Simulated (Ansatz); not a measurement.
The relaxed structure here is a generated cell of Si2Ni: the first start was made by placing the elements on the sites of a structure type, and the end was not matched to a known phase here, so it may be hypothetical. Known forms of Si2Ni include space group No. 225.

One starting cell of Si2Ni (a generated cell, Si2Ni placed in the AFLOW prototype A2B_hP6_191_h_e (C_h, as in Cu2Te)) was relaxed twice with Ansatz (plane waves, PAW, scalar-relativistic): with r2SCAN at 500 eV and with PBE at 420 eV. The r2SCAN result:

Si₂Ni has the hexagonal space group P6/mmm (No. 191), Pearson symbol hP6. Cell: a = 4.0811 Å, b = 4.0811 Å, c = 6.0173 Å, α = 90.00°, β = 90.00°, γ = 120.00°. Si on 4h has 4 Si at 2.356–2.424 Å and 3 Ni at 2.404 Å. Ni on 2e is coordinated by 6 Si at 2.404 Å and 1 Ni at 2.644 Å. (Neighbours: up to the widest gap in distance over summed covalent radii, below 1.35, at either atom; cation-cation and far metal-metal contacts left out.)

```tsv
quantity	r2SCAN	PBE
space group	P6/mmm	P6/mmm
volume (Å³/atom)	14.47	___
a (Å)	4.081	___
c (Å)	6.017	___
gap (eV, no spin-orbit coupling)	0.00	___
```

### Question
What does PBE give for the same quantities?

### Answer

- volume (Å³/atom), PBE: 14.68
- a (Å), PBE: 4.128
- c (Å), PBE: 5.969
- gap (eV, no spin-orbit coupling), PBE: 0.00

Both levels end in the same structure; PBE's volume is 1.5 % larger. Neither column is exact.

No spin polarisation in the result. A magnetic state may lie lower.

The run could not lose the symmetry of its start: the end is stationary, and may be a saddle point rather than a minimum.

Ansatz is a quantum-chemistry and plane-wave program.
